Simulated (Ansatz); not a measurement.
## Magnetic states of KCr$_{5}$S$_{8}$

```xyz
14
Lattice="8.8990 -1.7235 0.0000 8.8990 1.7235 0.0000 -2.2253 0.0000 8.3050" Properties=species:S:1:pos:R:3 pbc="T T T"
K     7.7863    0.0000    4.1525
Cr    0.0000    0.0000    0.0000
Cr    6.0529    0.0000    0.1802
Cr    9.5198    0.0000    8.1248
Cr    3.7666    0.0000    5.5046
Cr   11.8061    0.0000    2.8005
S    -0.3206    0.0000    6.8359
S    15.8933    0.0000    1.4692
S     3.9043    0.0000    1.3039
S    11.6683    0.0000    7.0011
S     9.8932    0.0000    1.2981
S     5.6795    0.0000    7.0070
S     1.9086    0.0000    4.0695
S    13.6641    0.0000    4.2356
```

Method: r2SCAN in Ansatz 0.2.0, PAW datasets, plane waves to 500 eV, 6×6×3 Γ-centred mesh, fermi-dirac occupations of width 0.050 eV. The atoms are fixed and numbered as listed; spin is collinear, without spin-orbit coupling.

Different starts of the self-consistent cycle ended in different solutions. Their moments in μB:

| state | Cr2 | Cr3 | Cr4 | Cr5 | Cr6 | other atoms together | size of the net moment a cell |
| --- | --- | --- | --- | --- | --- | --- | --- |
| A | 2.66 | 2.71 | -2.65 | 2.65 | -2.63 | -0.08 | 3.00 |
| B | 2.70 | 2.68 | 2.68 | -2.67 | -2.67 | -0.06 | 3.00 |
| C | 0.00 | 0.00 | 0.00 | 0.00 | 0.00 | 0.00 | 0.00 |
| D | 2.66 | 2.68 | -2.62 | -2.61 | 2.63 | -0.08 | 3.00 |
| E | 2.73 | 2.74 | 2.74 | 2.75 | 2.75 | -0.48 | 15.00 |
| F | -2.64 | -2.67 | 2.67 | 2.69 | 2.71 | -0.13 | 3.00 |

Site moments are taken in small spheres that don't touch (radius about 0.4 of the atom's shortest bond), so those of the magnetic atoms read low, and they needn't add up to the net moment. State C was run without spin polarisation.

Problem. What is the order in energy at zero smearing?

Solution. State D (antiparallel, not compensated) is lowest; F (antiparallel, not compensated) lies 4.2 meV above it, B (antiparallel, not compensated) lies 5.7 meV above it, A (antiparallel, not compensated) lies 6.3 meV above it, E (parallel moments) lies 8.8 meV above it, C (without moments) lies 633 meV above it, all counted an atom of the cell.

Problem. Which states have a gap on the mesh, and what pressure does each exert on this cell?

Solution. A: gap 1.13 eV, 1.2 GPa; B: gap 0.94 eV, 1.5 GPa; C: no gap, -9.8 GPa; D: gap 1.26 eV, 1.0 GPa; E: gap 0.79 eV, 1.9 GPa; F: gap 1.16 eV, 1.3 GPa (positive in compression). Moments take up room: without them the pressure is lower, so that state wants a smaller cell.

Problem. What does magnetism gain here?

Solution. 633 meV an atom of the cell, or 1771 meV for each Cr atom, against state C, which has none. A run without spin would miss this and give wrong energies and forces. That state isn't the paramagnet, which keeps its moments, so this is no ordering energy.

Of 5 runs begun from atoms with typed moments, each in a different pattern, 1 ended in state D: one start isn't enough to call a state the ground state.

The cell is that of a Crystallography Open Database entry, unchanged.

Caveats: only orders that fit this cell and collinear spins were tried, so the true order may need a larger cell or canted moments; atoms and cell are not relaxed, and each state would relax in its own way; semilocal functionals without U often misplace the states of 3d oxides, halides and chalcogenides; the k mesh is coarse, so differences of a few meV are uncertain where a state is a metal; one start a pattern, so a lower state of the same pattern may exist.
